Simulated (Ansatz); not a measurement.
LiF:
```xyz
2
Lattice="0.0000 2.0341 2.0341 2.0341 0.0000 2.0341 2.0341 2.0341 0.0000" Properties=species:S:1:pos:R:3 pbc="T T T"
Li     0.0000     0.0000     0.0000
F      2.0341     2.0341     2.0341
```

Relaxed with PBE. Special points in fractions of this cell's reciprocal vectors: Γ (0.000, 0.000, 0.000); X (0.500, 0.000, 0.500); U (0.625, 0.250, 0.625); K (0.375, 0.375, 0.750); L (0.500, 0.500, 0.500); W (0.500, 0.250, 0.750).

Question: List the band energies nearest the valence-band maximum at these points for plane-wave PAW PBE (Ansatz code).

Answer: In eV from the valence-band maximum; about four levels below and three above (degenerate sets whole), none deeper than 8.9 eV; … stands for higher levels left out; points with the same levels are listed once.

```
k              below    above
-  -----------------  -------
Γ     0.00 0.00 0.00   8.83 …
X  -2.87 -0.95 -0.95  14.54 …
U  -2.39 -1.50 -0.70  14.30 …
L  -2.43 -0.22 -0.22  10.64 …
W  -1.98 -1.98 -0.77        …
```

Space group Fm-3m (rock salt). The PBE relaxation kept the symmetry of its start.

Potentials: the later of the program's two PAW sets.
